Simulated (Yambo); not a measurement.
Quantum ESPRESSO input (LDA, PseudoDojo standard norm-conserving files, scalar-relativistic) whose wavefunctions are converted with p2y:

```
&CONTROL
  calculation = 'nscf'
  pseudo_dir = './pseudo'
  outdir = './out'
/
&SYSTEM
  ibrav = 0
  nat = 6
  ntyp = 3
  ecutwfc = 74.0
  ecutrho = 296.0
  occupations = 'fixed'
  force_symmorphic = .true.
  nbnd = 257
/
&ELECTRONS
  conv_thr = 6.000000000000001e-09
  diago_full_acc = .true.
  diago_thr_init = 1e-08
/
ATOMIC_SPECIES
H 1.0080 H.upf
I 126.9045 I.upf
Ba 137.3270 Ba.upf
CELL_PARAMETERS angstrom
  4.536400155000   0.000000000000   0.000000000000
 -2.268200078000   3.928637776000   0.000000000000
  0.000000000000   0.000000000000   8.119550000000
ATOMIC_POSITIONS crystal
H   0.666666667000   0.333333333000   0.356100000000
H   0.333333333000   0.666666667000   0.643900000000
H   0.000000000000   0.000000000000   0.500000000000
I   0.000000000000   0.000000000000   0.000000000000
Ba   0.666666667000   0.333333333000   0.684720000000
Ba   0.333333333000   0.666666667000   0.315280000000
K_POINTS automatic
3 3 1 0 0 0
```

Yambo's initialisation report on symmetry, reciprocal space, the k grid and the gaps on this mesh:

```
  [02.02] Symmetries
  ==================

  Inversion symmetry    : yes
  Spatial inversion     : yes
  Inversion index       :   7
  K-space Time-reversal : no
  Magnetic symmetries   : no
  Group table correct   : yes
  Symmetries units      :  [cc]

  [02.03] Reciprocal space
  ========================

  nG shells         :   3715
  nG charge         :   84019
  nG WFs            :  12388
  nC WFs            :  10525
  G-vecs. in first 80 shells:  [ Number ]
     1    3    5   11   23   35   37   43   55
    67   69   81   87   99  111  123  135  137
   149  161  173  185  209  221  245  247  259
    265   289   301   313   325   337   361   373   385
    387   393   405   417   429   441   465   477   489
    513   537   549   561   573   575   599   623   635
    647   659   665   677   701   713   725   737   749
    761   785   809   811   823   835   859   871   895
    907   919   931   943   967   991  1015  1027
  ...
  Shell energy in first 80 shells:  [ mHa ]
    0.00000      83.8432      335.373      358.136      441.979      693.509      754.589      1074.41      1112.73
    1158.25      1341.49      1409.78      1432.54      1516.39      1699.63      1767.92      1829.00      2096.08
    2187.13      2415.90      2454.22      2506.95      2590.80      2774.04      2842.33      3018.36      3170.49
    3223.22      3261.54      3307.07      3376.49      3528.63      3558.60      3848.44      3977.81      4092.76
    4108.32      4297.63      4381.48      4450.90      4466.46      4564.72      4603.03      4633.01      4655.77
    4739.61      4991.14      5052.22      5182.73      5319.31      5365.97      5410.36      5525.31      5540.86
    5639.12      5724.10      5730.18      5814.02      5997.26      6065.55      6241.58      6393.71      6440.38
    6484.77      6615.27      6751.85      6791.30      6798.51      6804.58      6888.43      7071.67      7139.96
    7149.44      7315.99      7331.54      7520.86      7559.17      7604.70      7674.13      7826.26
  ...

  [02.04] K-grid lattice
  ======================

  Compatible Grid is   : 2D
  Base K vectors       :  K_min[ 1 ]  K_min[ 2 ]  K_min[ 3 ]
  K_min[ 1 ] :  0.33333      0.27746E-10   0.0000     [rlu]
  K_min[ 2 ] :  0.97973E-10 -0.33333       0.0000     [rlu]
  Grid dimensions      :  3  3
  K lattice UC volume  :  0.028224 [a.u.]

  IBZ K-points                                      :  3
  BZ  K-points                                      :   9

  K/Q-points units:
  rlu = crystal or reduced units; cc = cartesian coordinates; iku = interal k-units

  K [1]          [rlu]:  0.000000  0.000000  0.000000
         WF components:  10525
  K [2]          [rlu]:  0.000000  0.333333  0.000000
         WF components:  10482
  K [3]          [rlu]:  0.333333  0.333333  0.000000
         WF components:  10500

  [02.05] Energies & Occupations
  ==============================

  [X] === General ===
  [X] Electronic Temperature                        :  0.000000  0.000000 [eV K]
  [X] Bosonic    Temperature                        :  0.000000  0.000000 [eV K]
  [X] Finite Temperature mode                       : no
  [X] El. density                                   :  0.20732E+24 [cm-3]
  [X] Fermi Level                                   :  5.765555 [eV]

  [X] === Gaps and Widths ===
  [X] Conduction Band Min                           :  2.368325 [eV]
  [X] Valence Band Max                              :  0.000000 [eV]
  [X] Filled Bands                                  :  15
  [X] Empty Bands                                   :   16  257
  [X] Direct Gap                                    :  2.519401 [eV]
  [X] Direct Gap localized at k                     :  1
  [X] Indirect Gap                                  :  2.368325 [eV]
  [X] Indirect Gap between kpts                     :  1  3
  [X] Last valence band width                       :  1.748384 [eV]
  [X] 1st conduction band width                     :  0.477510 [eV]
```
The gaps are LDA values on this mesh alone; only operations without fractional translations are kept.

Spin-orbit coupling is not included.

Geometry of the Materials Project entry, not relaxed at this level.
